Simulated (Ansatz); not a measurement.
BAs:
Space group P4₂/mnm (No. 136); a = 5.8371 Å, b = 5.8371 Å, c = 3.3620 Å, α = 90.00°, β = 90.00°, γ = 90.00°

```csv
atom,site,symmetry,x,y,z
B,4g,m.2m,0.1773,0.1773,0.5000
As,4f,m.2m,0.3184,0.3184,0.0000
```

Relaxed with PBEsol. Plane-wave PAW PBEsol (Ansatz code) gives a gap of 0.61 eV.

**Question.** What gap does HSE06 give on the same cell (Ansatz, PAW)?

**Answer.** 1.30 eV, 0.69 eV more. The hybrid was solved on a coarser mesh and at special points; its gap is the smallest among all of these.

```tsv
k	v1 PBEsol	c1 PBEsol	v1 HSE06	c1 HSE06
Γ	0.00	1.08	?	?
Z	-3.56	1.69	?	?
M	-2.23	2.34	-2.47	3.13
A	-2.76	1.09	?	?
R	-2.07	1.44	-2.28	2.19
X	-1.34	1.95	?	?
```

**Question.** Top valence (v1) and lowest conduction level (c1) in eV from each method's valence maximum (which need not be a listed point): supply the withheld HSE06 values.

**Answer.** 
- Z, v1 HSE06: -3.86
- Z, c1 HSE06: 2.46
- A, v1 HSE06: -3.04
- A, c1 HSE06: 1.85
- Γ, v1 HSE06: 0.00
- Γ, c1 HSE06: 1.83
- X, v1 HSE06: -1.49
- X, c1 HSE06: 2.76

Cost on shared cores: the PBEsol run (SCF on a 5×5×8 mesh, then bands and DOS) around 70 core-seconds (rough), the HSE06 run (SCF on 3×3×5, then a few points) about 4 core-minutes (a rough figure); the tasks are unlike.

Space group P4_2/mnm. The start of the workflow was typed in or built on a structure type; neither database checked (COD, Materials Project) lists it. It is not the phase usual at ambient conditions (space group No. 216). Symmetry was held in the PBEsol relaxation; phonons on a q-mesh show no instability. Scalar-relativistic: spin–orbit coupling is off unless named, which matters more the heavier the elements.

Potentials: the later of the program's two PAW sets.
